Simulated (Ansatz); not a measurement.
Cr (bcc (W type)) was relaxed and computed twice in Ansatz (plane waves, PAW), once with PBE and once with r²SCAN.

```csv
,run 1,run 2
cell,"a = b = c = 2.8658 Å, α = β = γ = 90.00°","a = 2.959 Å, b = 2.959 Å, c = 2.959 Å, α = 90.00°, β = 90.00°, γ = 90.00°"
spin order and moments (μB),antiferromagnetic; net 0.00 per atom; largest site about 1.1,antiferromagnetic; net 0.00 per atom; largest site about 2.8
```

**Question.** Which run used which functional?

**Answer.** Run 1 is PBE, run 2 is r²SCAN.

Spin orders computed, not proven ground states: Cr, bcc (W type) with PBE antiferromagnetic; Cr, bcc (W type) with r²SCAN antiferromagnetic. All cells were relaxed under the symmetry of their starts (and spin orders); stability against distortions was not tested throughout.

Potentials: the later of the program's two PAW sets.

Ansatz (a first-principles code) is a plane-wave DFT program.
